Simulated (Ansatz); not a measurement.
# Sb2Se3 — electrostatic potentials at the Se nuclei

Cell: a computed structure from the Materials Project (it need not be an observed phase), taken as it stands.

Space group Pnma (No. 62); a = 13.0502, b = 3.9642, c = 14.3109 Å.

```csv
site,Wyckoff,site symmetry,x,y,z
Sb1,4c,.m.,0.8936,0.2500,0.7371
Sb5,4c,.m.,0.6543,0.2500,0.6148
Se9,4c,.m.,0.2144,0.2500,0.4322
Se10,4c,.m.,0.2053,0.2500,0.7079
Se15,4c,.m.,0.0402,0.2500,0.1472
```

One atom of each set is listed.

Method: Kohn–Sham DFT in Ansatz, PBE, plane waves and PAW, scalar-relativistic, 420 eV cutoff, Γ-centred 3×7×2 k-points, Fermi–Dirac smearing 0.02 eV.

The potential at a nucleus is that of all electrons and the other nuclei. A higher potential binds the core electrons more strongly, so differences between sites of one element are the initial-state part of core-level shifts.

(1) Rank the Se sites by the potential at the nucleus, lowest first, and give each against the lowest.
A. Se15: 2 Sb at 2.72 Å, angle 93°; also 2 Sb at 3.25 Å
B. Se9: 2 Sb at 2.71 Å, angle 94°; also 2 Sb at 3.43 Å
C. Se10: 2 Sb at 2.58–2.62 Å, angle 87°

Results:

(1) C (0.00 V), B (0.15 V), A (0.33 V).
